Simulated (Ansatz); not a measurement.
Si₂W (MoSi2 or CaC2 type, I4/mmm) at seven volumes, DFT-PBE in the program Ansatz with PAW potentials, shape and atoms relaxed at each. One row is withheld.

```
V (Å³/atom)  P (GPa)
-----------  -------
12.441             ?
12.852         15.41
13.262          7.08
13.672          0.00
14.082         -6.02
14.492        -11.11
14.902        -15.42
```

**Question.** Fit the shown pressures and predict the withheld one.

**Answer.** P = (3/2)B₀(x^(7/2) − x^(5/2))[1 + (3/4)(B′ − 4)(x − 1)] with x = (V₀/V)^(2/3). Least squares on the six rows gives V₀ = 13.672 Å³/atom, B₀ = 217 GPa, B′ = 4.48. At V = 12.441, x = 1.0649 and P = 25.31 GPa. The run itself gave 25.19 GPa.

Symmetry was held in the PBE relaxation. No spin polarisation was allowed. Scalar-relativistic: spin–orbit coupling is off unless named, which matters more the heavier the elements.

Potentials: the later of the program's two PAW sets.
